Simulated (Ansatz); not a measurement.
SrMgF₄ in space group Cmc2_1 (No. 36; Pearson symbol oS24), PBEsol in the plane-wave PAW code Ansatz. The conduction-band minimum lies at Γ, with 1 equivalent valley. Second derivatives d²E/dk² of the lowest band at one valley (eV·Å²), along Cartesian directions:

| direction | d²E/dk² |
|---|---|
| [100] | 13.31 |
| [010] | 14.95 |
| [001] | 13.84 |
| [110] | 14.13 |
| [101] | 13.57 |
| [011] | 14.39 |

Q: Find the principal effective masses, the density-of-states mass and the conductivity mass.

A: Off-diagonal terms follow from H_xy = H[110] − (H_xx + H_yy)/2, and m*/mₑ = 7.620 eV·Å² over each eigenvalue: 0.51, 0.55, 0.57. One valley's DOS mass (m₁m₂m₃)^(1/3) = 0.54, conductivity mass 3/(Σ 1/mᵢ) = 0.54 mₑ.

Q: What effective density of states Nc follows at 300 K for parabolic valleys?

A: Nc = 2.509e19 × 1 × (0.54)^(3/2) ≈ 1.0e19 cm⁻³.

Q: With the computed static dielectric constant 11.1 (mean of the diagonal), estimate a hydrogenic donor's binding energy and radius.

A: E = 13.606 eV × 0.54/11.1² ≈ 60 meV; a = 0.529 Å × ε/m* ≈ 11 Å. Semilocal masses tend to be too small where the gap is.

The first step of the workflow began from a Materials Project structure, measured or hypothetical; the Crystallography Open Database files this formula in space group No. 36, but the cells were not matched. Its standing as an ambient phase is unchecked. Symmetry was held in the PBEsol relaxation; of distortions, only those at the zone centre were tested. Spin–orbit coupling is left out wherever it is not named.

Potentials: the later of the program's two PAW sets.
